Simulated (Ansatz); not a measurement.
A geometry of ZnCu away from equilibrium: step 2 of the relaxation of a relaxed ZnCu cell, doubled along one cell vector, shaken by Gaussian noise of σ = 0.08 Å a coordinate. Calculation: PBEsol (plane waves to 420 eV, PAW, scalar-relativistic; Ansatz, a first-principles code). Γ-centred k-mesh 14×7×8 on the run's cell (coarser than for final values), Fermi–Dirac smearing 0.05 eV.

```yaml
crystal:
  lattice:
    - [2.63015, -0.00857, -0.00731]
    - [-2.64500, 4.54885, 0.01186]
    - [-0.01153, 0.00414, 4.12170]
  atoms:
    - { symbol: Cu, position: [0.96440, 0.99245, 0.99070] }
    - { symbol: Cu, position: [0.01098, 0.49585, 0.01979] }
    - { symbol: Zn, position: [0.29006, 0.33554, 0.48592] }
    - { symbol: Zn, position: [0.30516, 0.84282, 0.49778] }
```

What forces act on the atoms (eV/Å)?


| atom | Fx | Fy | Fz |
|---|---|---|---|
| Cu1 | 0.12 | 0.14 | 0.06 |
| Cu2 | -0.49 | 0.13 | -0.91 |
| Zn3 | 0.37 | -0.02 | 0.79 |
| Zn4 | 0.01 | -0.25 | 0.07 |

What is the pressure?

+1.6 GPa, compression positive.

How far above the relaxed end point is this geometry?

0.03 eV/atom; the path ends in P-6m2 (No. 187).

No spin polarisation in the result.

The end of the path is a generated cell of ZnCu: the first start was made by placing the elements on the sites of a structure type, and the end was not matched to a known phase here, so it may be hypothetical. Known forms of ZnCu include space group No. 221.
